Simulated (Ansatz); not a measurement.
Relaxed-ion elastic tensor of TaGe₂ in space group P6_222 (No. 180; Ge on 6j, Ta on 3d) in GPa (Voigt order), plane-wave PAW PBEsol (Ansatz code); density 11.41 g/cm³, 15.82 Å³ per atom.

```json
[
 {"": "1", "1": "303", "2": "76.0", "3": "82.3", "4": "0.0", "5": "0.0", "6": "0.0"},
 {"": "2", "1": "76.0", "2": "303", "3": "82.3", "4": "0.0", "5": "0.0", "6": "0.0"},
 {"": "3", "1": "82.3", "2": "82.3", "3": "413", "4": "0.0", "5": "0.0", "6": "0.0"},
 {"": "4", "1": "0.0", "2": "0.0", "3": "0.0", "4": "108", "5": "0.0", "6": "0.0"},
 {"": "5", "1": "0.0", "2": "0.0", "3": "0.0", "4": "0.0", "5": "108", "6": "0.0"},
 {"": "6", "1": "0.0", "2": "0.0", "3": "0.0", "4": "0.0", "5": "0.0", "6": "114"}
]
```

Is the crystal mechanically stable?

Yes: the smallest eigenvalue of C is 108 GPa.

Work out the Voigt, Reuss and Hill averages.

K_V = 167, K_R = 163, K_H = 165; G_V = 118, G_R = 116, G_H = 117 GPa.

Give Young's modulus, Poisson's ratio, Pugh's ratio and the universal anisotropy index.

E = 9KG/(3K + G) = 283 GPa; ν = 0.21; K/G = 1.41 (brittle by the Pugh limit of 1.75); A_U = 5G_V/G_R + K_V/K_R − 6 = 0.10.

Estimate the sound speeds and the Debye temperature.

v_l = √((K + 4G/3)/ρ) = 5300 m/s, v_t = √(G/ρ) = 3200 m/s, mean 3540 m/s; Θ = (h/k)(3n/4πV)^(1/3) v_m = 419 K.

Solve the Christoffel equation for the three sound speeds along x, y, z.

Eigenvalues of C_ijkl n_j n_l equal ρv². In km/s, slowest first: x 3.07, 3.15, 5.15; y 3.07, 3.15, 5.15; z 3.07, 3.07, 6.01.

How much does each axis shrink under pressure?

Linear compressibilities β_i = Σ_j S_ij (j = 1 to 3): x 2.3, y 2.3, z 1.5 per TPa.

The workflow started from an entry of the Crystallography Open Database (COD). Whether it is the stable phase at ambient conditions was not checked. Symmetry was held in the PBEsol relaxation; its stability against distortions is not shown here. The run is not spin-polarised. As this level gives no gap, shear constants depend on the k-mesh and smearing (Fermi–Dirac, 0.1 eV here). Scalar-relativistic: spin–orbit coupling is off unless named, which matters more the heavier the elements.

Potentials: the later of the program's two PAW sets.
